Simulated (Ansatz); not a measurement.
The relaxed structure here is a generated cell of Ga2O3: the first start was made by placing the elements on the sites of a structure type, and the end was not matched to a known phase here, so it may be hypothetical. Known forms of Ga2O3 include space group No. 12, 167.

The end point of a relaxation of Ga2O3. Space group C2 (No. 5). All values below come from PBEsol (plane waves to 420 eV, PAW, scalar-relativistic; Ansatz, a quantum-chemistry and plane-wave program).

```xyz
10
Lattice="4.2261 -2.4700 0.0000 4.2261 2.4700 0.0000 -3.2123 0.0000 4.8656" Properties=species:S:1:pos:R:3 pbc="T T T"
O      3.6966     0.9934     3.4901
O      1.5433     0.9934     1.3755
O      0.7416     0.7292     3.6821
O      2.8444    -1.6845     1.0864
O      2.3954    -1.6845     3.7792
O      4.4983     0.7292     1.1834
Ga    -0.0445    -0.0506     2.0431
Ga     2.4630     0.0125     4.6193
Ga     2.7768     0.0125     0.2462
Ga     5.2843    -0.0506     2.8224
```

Q: Give the band gap at the level PBEsol.

A: 1.02 eV, indirect (valence top at Y2, conduction bottom at Γ) (no spin-orbit coupling).

Q: Give the smallest direct gap at the level PBEsol.

A: 1.33 eV at Γ.

No spin polarisation in the result.

The run could not lose the symmetry of its start, so the end can be a saddle point.

It was reached from a disturbed copy of a R32 (No. 155) cell, against which it lies -9 meV/atom.
